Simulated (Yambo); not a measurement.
A G0W0@PBEsol run in Yambo for SrAlSiH (space group P3m1, No. 156) under biaxial strain of +1 % along x and y, z relaxed (3×3×2 Γ-centred k mesh, 136 bands and a 8 Ry block in the screening, 136 bands in G with the Bruneval-Gonze terminator, plasmon pole fitted at 27.2 eV) gives these matrix elements, in eV, at the band edges (A → (0, 0.333, 0)):

```json
[
 {"state": "valence edge", "E0": "0.000", "<Vxc>": "-10.355", "<Σx>": "-11.700", "<Σc(E0)>": "0.589", "Z": "0.772"},
 {"state": "conduction edge", "E0": "0.746", "<Vxc>": "-9.225", "<Σx>": "-5.496", "<Σc(E0)>": "-3.796", "Z": "0.782"}
]
```

Q: Solve the linearised quasiparticle equation for both states, give the gap, and say how exchange and correlation each act on it.

A: E = E0 + Z(Σx + Σc − Vxc). Valence: 0.000 + 0.772 × (-11.700 + (0.589) − (-10.355)) = -0.58 eV. Conduction: 0.746 + 0.782 × (-5.496 + (-3.796) − (-9.225)) = 0.69 eV. The gap is 1.28 eV, against 0.75 eV in PBEsol. Replacing Vxc by bare exchange alone would open it by 5.07 eV; correlation takes back 4.39 eV of that, and Z scales what is left. Convergence of the G0W0 settings was not tested. The k mesh is coarse. The mesh misses a band edge: along a dense path the PBEsol gap is 0.36 eV against 0.75 eV on the mesh. 

The structure is a Materials Project entry; no match was found in the copy of COD used, and its stability was not checked.
